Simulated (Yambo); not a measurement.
# How GW settings move the gap: CaO

G0W0@PBEsol for CaO (rock salt, space group Fm-3m, No. 225) in Yambo. Reference settings: 6×6×6 Γ-centred k mesh, 64 bands and a 10 Ry block in the screening, 64 bands in G with the Bruneval-Gonze terminator, plasmon pole fitted at 27.2 eV. The PBEsol gap Γ → X on this mesh is 3.55 eV; G0W0 gaps are taken between the same points.

```json
[
 {"change from the reference": "reference settings", "G0W0 gap Γ → X (eV)": "5.95", "shift of the valence edge (eV)": "-1.12", "rough Yambo cost": "1"},
 {"change from the reference": "23 bands in G", "G0W0 gap Γ → X (eV)": "6.02", "shift of the valence edge (eV)": "-1.18", "rough Yambo cost": "–"},
 {"change from the reference": "wavefunctions cut at 25 Ry", "G0W0 gap Γ → X (eV)": "5.89", "shift of the valence edge (eV)": "-1.05", "rough Yambo cost": "about 1/3"},
 {"change from the reference": "no point-group symmetry", "G0W0 gap Γ → X (eV)": "5.94", "shift of the valence edge (eV)": "-1.11", "rough Yambo cost": "about 6×"},
 {"change from the reference": "23 bands in G, no terminator", "G0W0 gap Γ → X (eV)": "5.71", "shift of the valence edge (eV)": "-0.27", "rough Yambo cost": "–"},
 {"change from the reference": "no terminator", "G0W0 gap Γ → X (eV)": "5.83", "shift of the valence edge (eV)": "-0.84", "rough Yambo cost": "–"}
]
```

The reference isn't shown to be the converged limit. Costs are rough (shared machines), scaled to the same edge states, and given only for runs that recompute the screening.

Geometry relaxed with PBEsol; primitive cell a = b = c = 3.3679 Å, α = β = γ = 60.00°.

A shift is the quasiparticle energy of the state minus its PBEsol energy.
